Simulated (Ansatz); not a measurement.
SiRh:
```
SiRh
1.0
    4.57119     0.00000     0.00000
    0.00000     4.57076     0.00000
   -2.43280     0.00000     4.96823
Si Rh
4 4
Direct
  0.79149   0.64806   0.06535
  0.20851   0.35194   0.93465
  0.20851   0.14806   0.43465
  0.79149   0.85194   0.56535
  0.30047   0.64586   0.61393
  0.69953   0.35414   0.38607
  0.69953   0.14586   0.88607
  0.30047   0.85414   0.11393
```

Relaxed with PBEsol. Special points in fractions of this cell's reciprocal vectors: Γ (0.000, 0.000, 0.000); Z (0.000, 0.500, 0.000); D (0.000, 0.500, 0.500); B (0.000, 0.000, 0.500); A (-0.500, 0.000, 0.500); E (-0.500, 0.500, 0.500); C2 (-0.500, 0.500, 0.000); Y2 (-0.500, 0.000, 0.000).

Question: List the band energies nearest the Fermi level at these points for DFT-PBEsol with spin–orbit coupling in the program Ansatz with PAW potentials.

Answer: In eV from the Fermi level; about four levels below and three above (degenerate sets whole), none deeper than 8.9 eV; points with the same levels are listed once.

```csv
k,below,above
Γ,-0.77 -0.77 -0.10 -0.10,1.49 1.49 1.98 1.98
Z,-0.74 -0.74 -0.74 -0.74,0.67 0.67 0.67 0.67
D,-1.24 -1.24 -1.14 -1.14,1.47 1.47 1.47 1.47
B,-0.43 -0.43 -0.43 -0.43,1.49 1.49 1.49 1.49
A,-1.11 -1.11 -1.11 -1.11,0.89 0.89 0.89 0.89
E,-0.98 -0.98 -0.93 -0.93,0.47 0.47 0.48 0.48
C2,-1.13 -1.13 -1.13 -1.13,0.22 0.22 0.22 0.22
Y2,-0.92 -0.92 -0.62 -0.62,0.51 0.51 0.99 0.99
```

Space group P2_1/c. The workflow started from a Materials Project entry (that database holds measured and hypothetical structures alike); the Crystallography Open Database files this formula in space group No. 14, but the cells were not matched. Whether it is the stable phase at ambient conditions was not checked. Symmetry was held in the PBEsol relaxation; whether a distortion lowers the energy is not shown. The run is not spin-polarised.

Potentials: the earlier of the program's two PAW sets. The files were generated under PBE; for other functionals the program regenerates the frozen cores, and for LDA and PBEsol the local potential too.
